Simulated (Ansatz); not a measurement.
InGaSbAs:
```
CELL_PARAMETERS angstrom
      4.35751     0.00000     0.00000
      0.00000     4.39103     0.00000
      0.00000     0.00000     6.23149
ATOMIC_POSITIONS crystal
  In 0.00000 0.00000 0.98287
  As 0.00000 0.50000 0.73400
  Ga 0.50000 0.50000 0.51610
  Sb 0.50000 0.00000 0.27000
```

Relaxed with the program Ansatz at the PBE level (PAW). Indices refer to the conventional cell of Pmm2, a = 4.3575 Å, b = 4.3910 Å, c = 6.2315 Å, α = β = γ = 90.00°.

### Question
Simulate the powder diffraction pattern (Fe Kα, λ = 1.93735 Å; lines above 1 %) up to 2θ = 90°.

### Answer
Simulated powder pattern, Fe Kα, λ = 1.93735 Å (kinematic, ideal powder, no thermal factors, no anomalous dispersion; the 30 strongest lines at most, above 1 %, up to 2θ = 90°):

| 2θ (°) | d (Å) | I/Imax (%) | hkl |
|---|---|---|---|
| 17.89 | 6.231 | 2.1 | (001) |
| 25.49 | 4.391 | 7.9 | (010) |
| 31.31 | 3.589 | 89 | (011) |
| 31.48 | 3.571 | 100 | (101) |
| 40.93 | 2.771 | 10 | (111) |
| 44.82 | 2.541 | 3.6 | (012) |
| 44.94 | 2.534 | 3.4 | (102) |
| 52.36 | 2.196 | 24 | (020) |
| 52.37 | 2.195 | 90 | (112) |
| 52.80 | 2.179 | 23 | (200) |
| 55.59 | 2.077 | 2.8 | (003) |
| 59.51 | 1.952 | 1.6 | (210) |
| 62.11 | 1.878 | 16 | (013) |
| 62.21 | 1.875 | 10 | (103) |
| 62.39 | 1.870 | 30 | (121) |
| 62.68 | 1.862 | 26 | (211) |
| 71.43 | 1.659 | 1.8 | (122) |
| 71.70 | 1.654 | 1.8 | (212) |
| 76.89 | 1.558 | 6.5 | (004) |
| 77.56 | 1.547 | 16 | (220) |
| 79.88 | 1.509 | 2.0 | (023) |
| 80.23 | 1.503 | 2.0 | (203) |
| 82.65 | 1.467 | 2.5 | (104) |
| 85.59 | 1.426 | 9.0 | (123) |
| 85.66 | 1.425 | 5.8 | (031) |
| 85.85 | 1.422 | 13 | (213) |
| 86.44 | 1.415 | 6.4 | (301) |

The start of the workflow was typed in or built on a structure type; neither database checked (COD, Materials Project) lists it. Whether it is the stable phase at ambient conditions was not checked. The cell was relaxed with PBE under the symmetry of its start; whether a distortion lowers the energy is not shown. Scalar-relativistic: spin–orbit coupling is off unless named, which matters more the heavier the elements.

Potentials: the later of the program's two PAW sets.
